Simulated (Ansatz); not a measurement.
The relaxed structure here is a generated cell of ScCo: the first start was made by placing the elements on the sites of a structure type, and the end was not matched to a known phase here, so it may be hypothetical.

A relaxed structure of ScCo. All values below come from PBE (plane waves to 420 eV, PAW, scalar-relativistic; Ansatz, a first-principles code).

```
CELL_PARAMETERS angstrom
      5.00529     0.00000     0.00000
      0.00000     5.00529     0.00000
      0.00000     0.00000     5.00529
ATOMIC_POSITIONS crystal
  Sc 0.16612 0.16612 0.16612
  Sc 0.66612 0.33388 0.83388
  Sc 0.83388 0.66612 0.33388
  Sc 0.33388 0.83388 0.66612
  Co 0.84678 0.84678 0.84678
  Co 0.34678 0.65322 0.15322
  Co 0.15322 0.34678 0.65322
  Co 0.65322 0.15322 0.34678
```

### Question
Determine the symmetry and give the standard cell with its independent sites.

### Answer
Space group P2₁3 (No. 198); a = 5.0053 Å, b = 5.0053 Å, c = 5.0053 Å, α = 90.00°, β = 90.00°, γ = 90.00°

```tsv
atom	site	symmetry	x	y	z
Sc	4a	.3.	0.1661	0.1661	0.1661
Co	4a	.3.	0.8468	0.8468	0.8468
```

This is the AFLOW prototype AB_cP8_198_a_a (B20, as in FeSi).

### Question
Give the shortest distances between elements (the closest pairs, up to four, under 3.6 Å).

### Answer
Co–Sc 2.60 Å; Co–Co 3.09 Å; Sc–Sc 3.12 Å.

| Property | Value |
|---|---|
| Volume per atom | 15.67 Å³ |
| Band gap | no gap on the sampled points, where the bands overlap only slightly; such a result is sensitive to mesh and level |
| Magnetic moment | zero (the starting moments vanished) |

No spin polarisation in the result: the starting moments vanished. A magnetic state may lie lower.

The run could not lose the symmetry of its start, so the end can be a saddle point.
